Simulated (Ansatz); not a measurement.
TiO2:
```
CELL_PARAMETERS angstrom
      4.59693     0.00000     0.00000
      0.00000     4.59693     0.00000
      0.00000     0.00000     2.95356
ATOMIC_POSITIONS crystal
  Ti 0.00000 0.00000 0.00000
  Ti 0.50000 0.50000 0.50000
  O  0.30463 0.30463 0.00000
  O  0.80463 0.19537 0.50000
  O  0.19537 0.80463 0.50000
  O  0.69537 0.69537 0.00000
```

Relaxed with r²SCAN.

Task: Give the Bader charges and basin volumes of the independent atoms, DFT-r²SCAN in the program Ansatz with PAW potentials.

Result: 

```csv
atom,Bader charge (e),Bader volume (Å³)
Ti1,+2.38,6.8
O3,-1.19,12.2
```

Space group P4_2/mnm (rutile). Symmetry was held in the r²SCAN relaxation. The run is not spin-polarised.

Potentials: the later of the program's two PAW sets.
